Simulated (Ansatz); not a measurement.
BaCaF4 on the sites of the fluorite structure (relaxed group P4/mmm), relaxed with r2SCAN in the plane-wave code Ansatz: it is tetragonal, P4/mmm (No. 123); a = 4.071 Å, c = 5.965 Å in the conventional setting, 16.47 Å³ an atom. Ca has 8 F at 2.43 Å; F has 2 Ca at 2.43 Å and 2 Ba at 2.62 Å; Ba has 8 F at 2.62 Å. The primitive cell holds 6 atoms in 98.84 Å³. Spin-unpolarised throughout. Whether this structure exists isn't addressed.

Computed values: HSE06 (4×4×4) gives a least gap of 8.20 eV and a least direct gap of 8.49 eV. PBEsol's static dielectric constant, on its own cell and averaged over directions, is 9.9.

Problem. What is the density?

Solution. The cell holds 1 Ca, 4 F, 1 Ba: M = 1×40.078 + 4×18.998 + 1×137.327 = 253.40 u in V = 98.84 Å³. ρ = 1.66054 × M/V = 1.66054 × 253.40/98.84 = 4.257 g/cm³, for the static r2SCAN lattice.

Problem. At what wavelength does absorption set in by HSE06, excitons left aside?

Solution. λ = 1239.84 eV nm/E: 151 nm for the least gap, where it needs phonons and is weak, and 146 nm for direct transitions. That lies in the ultraviolet, so by this gap the crystal is transparent to visible light.

Problem. As a gate dielectric 5 nm thick, what equivalent oxide thickness and capacitance would it have, with 3.9 for amorphous SiO₂?

Solution. EOT = t × 3.9/κ = 5 × 3.9/9.9 = 1.97 nm; C/A = ε₀κ/t = 8.854 × 9.9/5 = 17.5 fF/µm². This takes the ideal crystal's mean κ, without interface layers; the tensor is anisotropic (9.0, 10.4, 10.4), so an oriented film differs.

Spin-orbit coupling is left out.

The meshes of the hybrids are coarse, so their gaps aren't converged to the digits shown.
